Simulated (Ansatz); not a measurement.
An Ansatz input:

```yaml
crystal:
  lattice:
    - [-3.0267059219, 3.0267059219, 1.6525814334]
    - [3.0267059219, -3.0267059219, 1.6525814334]
    - [3.0267059219, 3.0267059219, -1.6525814334]
  atoms:
    - { symbol: Te, position: [0.0, 0.0, 0.0] }
    - { symbol: Te, position: [0.75, 0.25, 0.5] }
hamiltonian:
  xc: lda
  pseudopotentials:
    kind: paw
    azcp:
      Te: "pseudopotentials/Te.paw.azcp"
basis:
  ecutwfc: 420
  fft_grid_basis: typed
kpoints:
  mp_grid: { grid: [11, 11, 8], shift: [0, 0, 0] }
magnetization:
  spin_polarized: false
scf:
  occupations: { method: fermi_dirac, width: 0.1 }
relax:
  max_steps: 60
  f_tol: 0.01
  cell: {}
```

Output

```
Warning: the record states the generating functional pbe (its physics header spells it `PBE`), which answers neither for hamiltonian.xc's functional nor for the lda family's — results may be inconsistent (PPs are generated against a specific XC)
Warning: crystal.symmetry: narrowed to the stabiliser of the k-point mesh — unitary ops 16 → 4; excluded 12 operations that carry a point of the 11×11×8 mesh (shift [0, 0, 0]) off the mesh (the run samples exactly the mesh kpoints.mp_grid names, as under crystal.symmetry.detect: false, and its converged state has the mesh's symmetry, not the crystal's; ε∞, the Born charges and the force constants of a linear response (`dielectric:` by the response, `phonons.method: dfpt`) are averaged over those of the crystal's operations that the state keeps within a tolerance, where `mesh_tensors`, `unaveraged_element` or `gamma_mean_max_change_ev_ang2` stands beside them; a row that `dielectric.field_direction` solves alone is averaged likewise, with nothing beside; a Γ-centred mesh of equal divisions is mapped onto itself by every operation and keeps the whole group, as does a half-shifted one under kpoints.further_shifts: images)
Engine: ansatz 0.2.0, aarch64-unknown-linux-gnu
Pseudopotentials: kind: paw
Pseudopotential: Te, paw, valence charge 16, recommended cutoff 420 eV (normal) 
Functional definition: SPW92
  exchange = slater_x
  correlation = pw_c
Crystal: 2 atoms, lattice volume = 60.557 Å³
Basis set: ecut = 420 eV, 1173 PW (Γ)
Bands: 20, of which v1, the nominal top of the filled ones, is band 16 counted from 1 (15 counted from 0)
Symmetry: 4 space group operations
k-points: 270 of 968
Non-local potential: Te, projectors of the file, l = 0: 2, l = 1: 2, l = 2: 2, l = 3: 2
PAW form: soft (Blöchl's): semilocal exchange-correlation on the pseudo side does not see the compensation charge
PAW frozen core: Te, regenerated for the run's functional, and the local potential with it (the file was generated under x = pbe(κ = 0.804, μ = 0.2195149727645171), c = pbe(β = 0.06672455060314922))
PAW one-centre angular grid: Te, 590 points (default); XC on 64 Gauss nodes
Initial density: superposition of atomic densities (neutral atoms: chi_scale 0, normalization atom), corrected by the library's trained network
Initial wavefunctions: pseudopotential atomic-orbital guess
Functional: x = slater, c = lda
SCF iter   1: F=—  HF=-13653.997862 eV  |F-HF|=—  |Δ(HF+E_count)|=         —  Δρ=5.39e-3  dr2=1.01e-2  ethr=1.77e-3  ⟨swp⟩=6.0  Hψ=27052  notcnv=0
SCF iter   2: F=—  HF=-13653.993358 eV  |F-HF|=—  |Δ(HF+E_count)|=   4.50e-3  Δρ=3.09e-3  dr2=4.04e-3  ethr=3.17e-5  ⟨swp⟩=1.9  Hψ=8045  notcnv=0
SCF iter   3: F=—  HF=-13653.991725 eV  |F-HF|=—  |Δ(HF+E_count)|=   1.63e-3  Δρ=5.28e-4  dr2=2.75e-4  ethr=1.26e-5  ⟨swp⟩=2.9  Hψ=9760  notcnv=0
SCF iter   4: F=—  HF=-13653.991768 eV  |F-HF|=—  |Δ(HF+E_count)|=   4.34e-5  Δρ=5.14e-4  dr2=1.47e-4  ethr=8.61e-7  ⟨swp⟩=2.1  Hψ=9928  notcnv=0
SCF iter   5: F=—  HF=-13653.991600 eV  |F-HF|=—  |Δ(HF+E_count)|=   1.68e-4  Δρ=6.79e-5  dr2=2.51e-6  ethr=4.58e-7  ⟨swp⟩=2.0  Hψ=9754  notcnv=0
SCF iter   6: F=—  HF=-13653.991600 eV  |F-HF|=—  |Δ(HF+E_count)|=   2.87e-7  Δρ=1.65e-5  dr2=1.62e-7  ethr=7.86e-9  ⟨swp⟩=2.0  Hψ=7225  notcnv=0
SCF iter   7: F=-13653.991600 eV  HF=-13653.991600 eV  |F-HF|=8.36e-9  |Δ(HF+E_count)|=   4.47e-9  Δρ=3.83e-6  dr2=8.19e-9  ethr=3.13e-10  ⟨swp⟩=4.3  Hψ=17037  notcnv=0
SCF 1 converged in 7 iterations: F = -13653.991600 eV  dr2 = 8.19e-9
relax step   1: F+E_penalty+E_count = -13653.99160009 eV  Δ(F+E_penalty+E_count) = +0.000e0 eV  max|allowed force component| = 2.797e-3 eV/Å  Δτ_max = 0.0000 Å  P = -0.514 GPa  Ω = 60.557 Å³  (7 SCF iters, dr2 threshold 1.00e-7 eV, accepted)
...
SCF iter   3: F=-13654.189357 eV  HF=-13654.189357 eV  |F-HF|=8.80e-10  |Δ(HF+E_count)|=   5.16e-8  Δρ=2.30e-6  dr2=3.45e-9  ethr=2.64e-11  ⟨swp⟩=4.0  Hψ=23492  notcnv=0
SCF 27 converged in 3 iterations: F = -13654.189357 eV  dr2 = 3.45e-9
relax step  27: F+E_penalty+E_count = -13654.18935674 eV  Δ(F+E_penalty+E_count) = +4.959e-6 eV  max|allowed force component| = 7.418e-4 eV/Å  Δτ_max = 0.0003 Å  P = -0.012 GPa  Ω = 57.973 Å³  energy of the carried Pulay correction = -1.134e-4 eV  (3 SCF iters, dr2 threshold 8.44e-9 eV, accepted)
iter 1 solved again at ethr=1.48e-7 eV; its pass at ethr=3.10e-3 eV (dr2=4.74e-5 eV) is discarded
SCF iter   1: F=—  HF=-13654.189444 eV  |F-HF|=—  |Δ(HF+E_count)|=         —  Δρ=2.47e-4  dr2=9.36e-7  ethr=1.48e-7  ⟨swp⟩=3.1  Hψ=40636  notcnv=0
SCF iter   2: F=—  HF=-13654.189464 eV  |F-HF|=—  |Δ(HF+E_count)|=   2.00e-5  Δρ=1.26e-4  dr2=2.48e-7  ethr=2.93e-9  ⟨swp⟩=1.9  Hψ=6101  notcnv=0
SCF iter   3: F=—  HF=-13654.189471 eV  |F-HF|=—  |Δ(HF+E_count)|=   6.93e-6  Δρ=2.29e-6  dr2=6.56e-10  ethr=7.76e-10  ⟨swp⟩=1.1  Hψ=5423  notcnv=0
SCF iter   4: F=—  HF=-13654.189471 eV  |F-HF|=—  |Δ(HF+E_count)|=  3.64e-10  Δρ=7.87e-7  dr2=1.50e-10  ethr=1.00e-12  ⟨swp⟩=7.5  Hψ=27377  notcnv=0
SCF iter   5: F=-13654.189471 eV  HF=-13654.189471 eV  |F-HF|=0.00e0  |Δ(HF+E_count)|=  1.02e-10  Δρ=1.09e-7  dr2=7.25e-12  ethr=1.00e-12  ⟨swp⟩=5.3  Hψ=26431  notcnv=0
SCF 28 converged in 5 iterations: F = -13654.189471 eV  dr2 = 7.25e-12
relax step  28: F+E_penalty+E_count = -13654.18947114 eV  Δ(F+E_penalty+E_count) = -1.144e-4 eV  max|allowed force component| = 7.818e-4 eV/Å  Δτ_max = 0.0000 Å  P = -0.016 GPa  Ω = 57.973 Å³  stress off target by 3.42e-2 GPa  SCF on the basis re-selected at this cell (its energy is not comparable with the rows above)  (5 SCF iters)
basis re-selected at this cell: Δ(F+E_penalty+E_count) = -1.144e-4 eV, ΔP = -0.003 GPa vs the last step (what re-selecting the basis moved, of the pressure what is left beyond the Pulay correction that the steps carried, after the strain that the cell walked since its last selection, with what the two solves' SCF thresholds leave and, on support functions, any second-order correction that the steps lacked; it is no measure of the basis error at this ecutwfc). This SCF's stress stands 3.42e-2 GPa from its target on what of the cell is left free (relax.cell.stress_tol is 5.00e-2 GPa) and its largest allowed force component is 7.82e-4 eV/Å (relax.f_tol is 1.00e-2 eV/Å): within both
SCF converged after 5 iterations
Free energy (F): -13654.189471 eV
Harris-Foulkes:  -13654.189471 eV  (|F-HF|=0.00e0)
Internal energy: -13654.145649 eV  (E = F + TS)
E sigma→0 (E₀):  -13654.167560 eV
Entropy (-TS):   -0.043822 eV (-21.911 meV/atom)
Fermi energy:    10.895448 eV
--- Per-component energies (eV) ---
  E_band       = -469.479662
  E_kinetic    = 364.226211
  E_local      = -2179.239773  (includes V_loc(G=0)·N_el)
  E_nonlocal   = -609.947792
  E_hartree    = 1464.952673
  E_xc         = -248.453710
  E_vxc        = -210.609066  (∫ρ·V_xc dr)
  E_paw        = -9019.255281  (= ΣΔE_a)
  E_vpaw       = -763.814212  (= ΣTr[D̂ρ^β])
  E_aug_tail   = -0.000408  (compensation charges beyond the density's cutoff)
  E_ewald      = -3427.784890
  E_core_change = 1.357322  (= ΣΔE_core)
  E_smearing   = -0.043822  (= −TS)
  E_closure    = 0.000000  (closes the sum)
  Σ components = -13654.189471   (vs F -13654.189471, Δ=0.00e0)
--- Forces (eV/Å), atoms counted from 1 ---
  atom   1  Te    -0.00078181     0.00078181     0.00000000
  atom   2  Te     0.00078181    -0.00078181    -0.00000000
  max |Σ_I F_I| component: 1.08e-19 eV/Å
--- Stress (GPa, compression-positive) ---
       -0.025412      -0.005771      -0.007450
       -0.005771      -0.025412      -0.007450
       -0.007450      -0.007450       0.003049
  P = ⅓ Tr σ = -0.0159 GPa (-0.159 kbar)
--- Relaxed structure (26 steps of the walk, 25 accepted, 2 SCFs on fresh bases) ---
  F+E_penalty+E_count = -13654.18947114 eV   max|allowed force component| = 7.818e-4 eV/Å   (the final SCF, on the basis selected at the relaxed cell)
  cell:  # Å, volume = 57.9728 Å³
    - [-2.8758027451467547, 2.511067645975165, 1.511897001651795]
    - [2.511067645975165, -2.8758027451467547, 1.511897001651795]
    - [3.822007332381371, 3.822007332381371, -2.1799100037803436]
  atoms:
    - { symbol: Te, position: [0.012772322958299354, -0.012772322958299354, 0.0] }
    - { symbol: Te, position: [0.7372276770417006, 0.2627723229582993, 0.5] }
```
